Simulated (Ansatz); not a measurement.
**Two inputs for ZnS with Au replacing Zn**

Cell: a supercell of ZnS (space group P6_3mc) built from a structure deposited in the COD (the entry's cell lengths or inner coordinates differ somewhat from later room-temperature determinations), with all atoms left at the host's positions.

Space group P31m (No. 157); a = 6.6026, c = 18.6900 Å, γ = 120.00°.

| site | Wyckoff | site symmetry | x | y | z |
| --- | --- | --- | --- | --- | --- |
| Zn1 | 3c | ..m | 0.6667 | 0.6667 | 0.0000 |
| Zn4 | 3c | ..m | 0.6667 | 0.6667 | 0.5000 |
| Au | 1a | 3.m | 0.0000 | 0.0000 | 0.1667 |
| Zn8 | 2b | 3.. | 0.3333 | 0.6667 | 0.1667 |
| Zn10 | 3c | ..m | 0.0000 | 0.6667 | 0.6667 |
| Zn13 | 3c | ..m | 0.0000 | 0.6667 | 0.3333 |
| Zn16 | 1a | 3.m | 0.0000 | 0.0000 | 0.8333 |
| Zn17 | 2b | 3.. | 0.3333 | 0.6667 | 0.8333 |
| S19 | 3c | ..m | 0.6667 | 0.6667 | 0.1250 |
| S22 | 3c | ..m | 0.6667 | 0.6667 | 0.6250 |
| S25 | 1a | 3.m | 0.0000 | 0.0000 | 0.2917 |
| S26 | 2b | 3.. | 0.3333 | 0.6667 | 0.2917 |
| S28 | 3c | ..m | 0.0000 | 0.6667 | 0.7917 |
| S31 | 3c | ..m | 0.0000 | 0.6667 | 0.4583 |
| S34 | 1a | 3.m | 0.0000 | 0.0000 | 0.9583 |
| S35 | 2b | 3.. | 0.3333 | 0.6667 | 0.9583 |

One atom of each set is listed.

Reference run. The numbers come from a DFT calculation in Ansatz (PBE, plane waves and PAW, scalar-relativistic, 420 eV cutoff, Γ-centred 3×3×1 k-points, Fermi–Dirac smearing 0.01 eV, cell charge +1).

(1) The input is changed as follows: `hamiltonian.dispersion`: not typed → d3bj; `scf.occupations.width`: 0.01 → not typed; `scf.occupations.method`: fermi_dirac → tetrahedron_uncorrected; `scf.occupations.method`: tetrahedron_uncorrected → cold; `scf.occupations.width`: not typed → 0.05. What happens to V_zz (10²¹ V/m²) and η?

## Answers

(1) 

```csv
site,V_zz reference,η reference,V_zz changed,η changed
Au,8.18,0.00,7.83,0.00
Zn10,0.27,0.04,0.18,0.05
Zn13,0.49,0.29,0.48,0.35
Zn16,0.38,0.00,0.28,0.00
Zn17,0.70,0.00,0.58,0.00
S19,2.32,0.47,2.31,0.49
S22,1.25,0.00,0.98,0.01
S25,5.85,0.00,5.61,0.00
S26,0.69,0.00,0.63,0.00
S28,0.70,0.05,0.56,0.07
S31,1.91,0.02,1.74,0.01
S34,0.23,0.00,0.30,0.00
```

The largest change of V_zz is on Au, from 8.18 to 7.83. In per cent, |V_zz| changes by -4 on Au, -4 to 0 on S (all sites that start above 2). The table leaves out 4 of the 16 sites, with |V_zz| up to 1.04; their tensors move by 0.03 at most along any direction. The statements above cover all sites. The dispersion term itself leaves the density as it is. SCF iterations: 16 and 13.

On the reference run: The run isn't spin-polarised, and a state with spin may lie lower. The defect repeats with the cell of 36 atoms, so it feels its images: sites between two images don't show the values beside a lone defect, and zeros or small values of η there can come from the images' arrangement. S and Zn carry a gradient in the pure host already, so the values there aren't the defect's effect alone. A uniform background compensates the cell's charge. The defect cell has no gap above 0.1 eV on its mesh, so the values can hang on the smearing and the k-mesh. Spin–orbit coupling is left out, which shifts gradients on Au by a few per cent in wide-gap crystals, and can shift them far more where the calculated gap is small or absent, as here. The neighbours have not yet relaxed around the defect (largest force 1.1 eV/Å), so a real crystal will differ.
